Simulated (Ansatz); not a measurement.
A distorted cell of La₂O₃ (A-La2O3 type, space group P-3m1):

```xyz
5
Lattice="3.9548 0.0000 0.0000 -1.9774 3.4249 0.0000 0.0000 0.0000 6.1561" Properties=species:S:1:pos:R:3 pbc="T T T"
La     0.0000     2.2833     1.5206
La     1.9774     1.1416     4.6356
O      0.0000     0.0000     0.0000
O      0.0000     2.2833     3.9771
O      1.9774     1.1416     2.1790
```

Computed with r2SCAN (plane waves to 500 eV, PAW, scalar-relativistic; Ansatz, a quantum-chemistry and plane-wave program). k mesh 10×10×6 (Γ-centred), Fermi-Dirac smearing 0.05 eV. The energy includes the smearing's −TS. Compression counts positive. La2O3 is run without spin polarisation. La2O3 was relaxed with its symmetry unable to fall. The PAW data are Ansatz's earlier set.

Q: Give the stress tensor in GPa and the pressure.

A: 
```
   -2.0      0.0      0.0
    0.0     -2.0      0.0
    0.0      0.0     -1.5
```
The pressure, a third of the trace, is -1.8 GPa.

Q: It is the relaxed cell scaled evenly to V/V₀ = 1.015, atoms relaxed where free. What is its energy relative to the relaxed cell?

A: 1.4 meV/atom.

(A scan under strain: stresses follow from slopes of the energy per volume, elastic moduli from its curvatures.)
